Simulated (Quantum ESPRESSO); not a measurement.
# Strain and stress in Ge6NAl

Calculated results; nothing here was measured. They come from pw.x of Quantum ESPRESSO 7.5, a plane-wave density functional program, with PseudoDojo standard norm-conserving files (v0.5 for PBE, v0.4.1 for LDA and PBEsol). The cells are made up: elements, strain and atom displacements were drawn at random, and nothing was relaxed. There is no spin polarisation, spin-orbit coupling or dispersion term.

The cell has 8 sites of a zincblende or diamond lattice. Sites 1 to 4 hold Ge N Ge Ge; sites 5 to 8 hold Al Ge Ge Ge. Cell vectors in Å: (5.734, 0.054, 0.015); (0.054, 5.765, 0.042); (0.015, 0.042, 5.623). Settings: PBE, cutoff 1143 eV, 6 x 6 x 6 k mesh shifted by half a step, Fermi-Dirac smearing of 0.1 eV.

Each run adds a strain along z to one cell, with the atoms carried along; the vectors above are those of run 4. Stress is positive in tension and P is minus a third of its trace. E is the free energy for each atom above the lowest run shown.

```
run  strain (%)  s_xx (GPa)  s_yy (GPa)  s_zz (GPa)  s_xy (GPa)  P (GPa)  E (meV/atom)
  1       -1.63        3.62        3.71        1.80        0.42    -3.04          0.00
  3       -0.31        4.04        4.13        2.88        0.43    -3.68          4.47
  4        0.12        4.16        4.25        3.22        0.43    -3.88          6.37
  5        1.00        4.41        4.50        3.91        0.44    -4.27         10.88
  6        1.21        4.46        4.55        4.07        0.44    -4.36         12.11
  7        2.22        4.71        4.80        4.83        0.45    -4.78         18.62
  2       -1.34           ?           ?           ?           ?        ?             ?
```

A rerun of one of these cells at 1437 eV and k mesh 8 x 8 x 8 moved values by no more than 0.003 eV in the cell's energy, 0.03 GPa in stress and 0.008 eV/Å in force.

## Worked fit

A parabola through the six runs shown gives s_zz = 3.13 + 0.79 e - 0.012 e² GPa, with e in per cent and a scatter of 0.01 GPa. The slope is a stiffness of 79 ± 1 GPa for each unit of this strain at e = 0. The atoms are clamped, and relaxing them would in general lower it. The error is the larger of the fit's own and the change that a cubic makes, rounded up.

## Withheld run

Question: what s_zz should run 2 give?

The fit gives 2.05 GPa. The calculation gave 2.04 GPa.

```
run  strain (%)  s_xx (GPa)  s_yy (GPa)  s_zz (GPa)  s_xy (GPa)  P (GPa)  E (meV/atom)
  2       -1.34        3.71        3.80        2.04        0.42    -3.18          0.81
```